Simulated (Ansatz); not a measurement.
# Relaxing a structure of Fe

The start is a generated trial cell of Fe in the beta-Sn structure type. The structure is fully relaxed (lattice and positions, P = 0) with PBE (plane waves to 420 eV, PAW, scalar-relativistic; Ansatz, an electronic-structure program). The first steps use a coarse 15×15×15 k-mesh.

The start:
```
Fe
1.0
   -2.24887     2.24887     1.22701
    2.24887    -2.24887     1.22701
    2.24887     2.24887    -1.22701
Fe
2
Direct
  0.75000   0.25000   0.50000
  0.00000   0.00000   0.00000
```
Spin-polarised start, with parallel moments on Fe.

**Question.** What pressure does the first self-consistent step give?

**Answer.** +3.4 GPa (positive: the cell is compressed).

**Question.** By how much does the energy per atom fall from start to end?

**Answer.** 0.01 eV/atom.

**Question.** How do the shortest distances between atoms change?

**Answer.** The closest pairs of elements (up to four, under 3.6 Å), start → end: Fe–Fe 2.33 → 2.37 Å.

**Question.** What band gap does the relaxed structure have at this level?

**Answer.** Zero (metallic).

**Question.** What does it relax into? Give the structure.

**Answer.** 
Space group I4₁/amd, origin choice 1 (No. 141); a = 4.582 Å, b = 4.582 Å, c = 2.445 Å, α = 90.00°, β = 90.00°, γ = 90.00°

```csv
atom,site,symmetry,x,y,z
Fe,4a,-4m2,0.0000,0.0000,0.0000
```
(The calculation used a cell of 2 atoms; values per cell refer to that cell.)

The space group stays I4₁/amd (No. 141) (the run could not lower it); the end is AFLOW prototype A_tI4_141_a (A5, as in Sn), with 2 atoms in the primitive magnetic cell. Final values are on a 21×21×21 k-mesh of the relaxed cell. Spin state reached: ferromagnetic (net 2.51 μB/atom), from parallel starting moments; other spin orders were not run from this start.

The run could not lose the symmetry of its start, so the end can be a saddle point.

All atoms sit on sites fixed by symmetry, so only the cell could relax.

The relaxed structure here is a generated cell of Fe: the first start was made by placing the elements on the sites of a structure type, and the end was not matched to a known phase here, so it may be hypothetical. Known forms of Fe include space group No. 229.
